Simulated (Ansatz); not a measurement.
BeAlNO:
```
BeAlNO
1.0
    2.98427     0.00000     0.00000
   -1.49214     2.58446     0.00000
    0.00000     0.00000     4.65204
Al Be O N
1 1 1 1
Direct
  0.33333   0.66667   0.51126
  0.66667   0.33333   0.99165
  0.33333   0.66667   0.11307
  0.66667   0.33333   0.63401
```

Relaxed with PBEsol.

Q: Give the optical modes at the zone centre with their infrared activity from DFPT, PBEsol (plane waves, PAW; program Ansatz).

A: Transverse frequencies, without the LO–TO term; a row sums one degenerate level.

```tsv
ω (cm⁻¹)	degeneracy	IR ((D/Å)²/amu)	activity	symmetry
274	2	2.83	IR	E
348	2	23.44	IR	E
578	1	15.73	IR	A1
697	1	0.59	IR	A1
799	1	15.60	IR	A1
801	2	31.71	IR	E
```

Q: How high does the top mode go among those that the LO–TO term moves?

A: 983 cm⁻¹ for q along x, 983 cm⁻¹ for q along y, 1013 cm⁻¹ for q along z.

Space group P3m1. The start of the workflow was typed in or built on a structure type; neither database checked (COD, Materials Project) lists it. Its standing as an ambient phase is unchecked. The cell was relaxed with PBEsol under the symmetry of its start; whether a distortion lowers the energy is not shown.

Potentials: the earlier of the program's two PAW sets. The files were generated under PBE; for other functionals the program regenerates the frozen cores, and for LDA and PBEsol the local potential too.
